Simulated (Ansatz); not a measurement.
**ZrGeSe: reading a single point**

```yaml
crystal:
  lattice:
    - [3.73481, 0.00000, 0.00000]
    - [0.00000, 3.73481, 0.00000]
    - [0.00000, 0.00000, 8.33529]
  atoms:
    - { symbol: Zr, position: [0.00000, 0.50000, 0.26300] }
    - { symbol: Zr, position: [0.50000, 0.00000, 0.73700] }
    - { symbol: Se, position: [0.00000, 0.50000, 0.62000] }
    - { symbol: Se, position: [0.50000, 0.00000, 0.38000] }
    - { symbol: Ge, position: [0.00000, 0.00000, 0.00000] }
    - { symbol: Ge, position: [0.50000, 0.50000, 0.00000] }
```

Level: r2SCAN, no spin polarisation; 500 eV; 9×9×4 Γ-centred mesh; fermi-dirac occupations (width 0.1 eV); Ansatz 0.2.0, fixed geometry.

Task: What is the formation energy?

Result: -1.18 eV an atom against the elements' usual phases (free molecules for gases, crystals otherwise, with no correction for O₂ or N₂), so it is bound against them; other compounds may still compete. Relaxing would lower it.

Task: What does the stress say?

Result: The pressure is -0.7 GPa (compression positive), so with the atoms held at these fractions the cell would first shrink.

Task: What happens at the Fermi level?

Result: It is a metal on this mesh, though the bands barely overlap, with about 0.27 states/eV a cell as the mean within 0.25 eV of the Fermi level, mostly Zr d (63 %) and Ge p (20 %).

Task: Describe some of the short contacts.

Result: Ge–Ge at 2.64 Å: least valence density 0.34 e/Å³ and ELF 0.55 there. Zr–Se at 2.82 Å: least valence density 0.29 e/Å³ and ELF 0.28 there. Zr–Ge at 2.88 Å: least valence density 0.27 e/Å³ and ELF 0.34 there. These are pseudo-fields; inside the PAW spheres they differ from the all-electron ones.

Task: Which atom feels the largest force, and which way?

Result: The largest is on Se4 (and as large on other atoms): 0.15 eV/Å, components (0.00, 0.00, -0.15). It makes 70° with the line to a nearest neighbour, Zr1 at 2.82 Å.

Task: Give the Bader charges.

Result: Bader charges in e: Zr +1.74, Ge -0.63, Se -1.11. In the mean Zr gives up most and Se takes most.

Origin: a database entry at a rescaled volume.
